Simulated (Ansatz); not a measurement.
All numbers below come from DFT PBE, scalar-relativistic, plane waves, PAW (Ansatz). All cells share a 420 eV cutoff and Γ-centred k meshes spaced at most about 0.3 Å⁻¹ (about 0.25 or finer for metals, 2π included). Collinear spin in cells that started with moments and kept them past the coarse steps, no spin elsewhere.

These are static total energies at zero pressure.

Two forms of Na3Ti2O were relaxed alike.

A. (no spin)

```yaml
crystal:
  lattice:
    - [6.68488, 0.00000, 0.00000]
    - [-3.34244, 5.78927, 0.00000]
    - [0.00000, 0.00000, 5.72656]
  atoms:
    - { symbol: Na, position: [0.50000, 0.00000, 0.00000] }
    - { symbol: Na, position: [0.00000, 0.50000, 0.00000] }
    - { symbol: Na, position: [0.50000, 0.50000, 0.00000] }
    - { symbol: Ti, position: [0.00000, 0.00000, 0.18110] }
    - { symbol: Ti, position: [0.00000, 0.00000, 0.81890] }
    - { symbol: O, position: [0.00000, 0.00000, 0.50000] }
```

B. (site moments O 0.5 μB)

```yaml
crystal:
  lattice:
    - [2.75881, 0.00000, 0.00000]
    - [0.00000, 2.75881, 0.00000]
    - [0.00000, 0.00000, 14.89186]
  atoms:
    - { symbol: Na, position: [0.50000, 0.50000, 0.08674] }
    - { symbol: Na, position: [0.50000, 0.50000, 0.50000] }
    - { symbol: Na, position: [0.50000, 0.50000, 0.91326] }
    - { symbol: Ti, position: [0.00000, 0.00000, 0.30223] }
    - { symbol: Ti, position: [0.00000, 0.00000, 0.69777] }
    - { symbol: O, position: [0.00000, 0.00000, 0.00000] }
```

Question: Which is lower in energy, and by how much?

Answer: A is lower, by 56 meV/atom. A has space group P6/mmm (No. 191), 36.9 Å³/atom and no gap on its mesh; B has space group P4/mmm (No. 123), 18.9 Å³/atom and no gap. Counting Na or Ti atoms around O (for each partner element, those within 1.25 times its shortest distance or 1.15 times the sum of covalent radii, where it is the nearest in units of that sum or under 1.3), A has O 2 and B has O 8. Their magnetic states differ too. The lower one is the more open, so pressure narrows the difference. Even the lower one lies +0.05 eV/atom against the reference forms of the elements (uncorrected), a margin that errors in the energy of the gaseous reference can exceed. In A, Na is surrounded by 4 Na at 3.34 Å, 4 Ti at 3.50 Å and 4 O at 4.40 Å; Ti has 1 O at 1.83 Å, 1 Ti at 2.07 Å and 6 Na at 3.50 Å; around O lie 2 Ti at 1.83 Å, 2 Ti at 3.90 Å and 12 Na at 4.40 Å. In B, Na on a site of symmetry 4mm is surrounded by 4 O at 2.34 Å, 1 Na at 2.58 Å and 4 Na at 2.76 Å; around Ti lie 4 Ti at 2.76 Å and 4 Na at 3.53 Å; around O lie 8 Na at 2.34 Å and 4 O at 2.76 Å; 1 more site not described. Both come from invented guesses.

Another magnetic order may lie lower. Cells relaxed within their symmetry can be saddle points.
